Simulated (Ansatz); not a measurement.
KIn$_{9}$Ni$_{2}$:
```xyz
12
Lattice="8.7209 0.0000 0.0000 -4.3605 7.5526 0.0000 0.0000 0.0000 4.3584" Properties=species:S:1:pos:R:3 pbc="T T T"
K      0.0000     0.0000     0.0000
Ni     0.0000     5.0350     0.0000
Ni     4.3605     2.5175     0.0000
In     0.0000     3.1539     2.1792
In     5.9896     1.5769     2.1792
In     1.6291     5.9756     2.1792
In     4.3605     4.3987     2.1792
In    -1.6291     5.9756     2.1792
In     2.7313     1.5769     2.1792
In    -2.1802     3.7763     0.0000
In     4.3605     0.0000     0.0000
In     2.1802     3.7763     0.0000
```

Relaxed with r²SCAN. Special points in fractions of this cell's reciprocal vectors: Γ (0.000, 0.000, 0.000); M (0.500, 0.000, 0.000); K (0.333, 0.333, 0.000); A (0.000, 0.000, 0.500); L (0.500, 0.000, 0.500); H (0.333, 0.333, 0.500).

Question: List the band energies nearest the Fermi level at these points for the program Ansatz at the r²SCAN level (PAW).

Answer: In eV from the Fermi level; about four levels below and three above (degenerate sets whole), none deeper than 8.9 eV; points with the same levels are listed once.

| k | below | above |
|---|---|---|
| Γ | -0.88 -0.88 -0.16 -0.16 | 0.79 1.26 1.73 1.73 |
| M | -1.25 -1.15 -0.79 -0.39 | 0.53 0.92 1.36 |
| K | -1.45 -1.45 -0.79 -0.79 | 0.12 1.23 1.57 1.57 |
| A | -1.91 -1.90 -1.69 -1.69 | 0.67 0.79 0.79 |
| L | -1.63 -1.42 -0.21 -0.05 | 0.04 0.59 1.78 |
| H | -1.18 -1.18 -1.06 -0.48 -0.39 | 0.31 0.31 0.66 0.66 |

Space group P6/mmm. The workflow started from an entry of the Crystallography Open Database (COD, 293 K). Whether it is the stable phase at ambient conditions was not checked. Symmetry was held in the r²SCAN relaxation; its stability against distortions is not shown here. The workflow began spin-polarised and lost its moments. Spin–orbit coupling is left out wherever it is not named.

Potentials: the later of the program's two PAW sets.
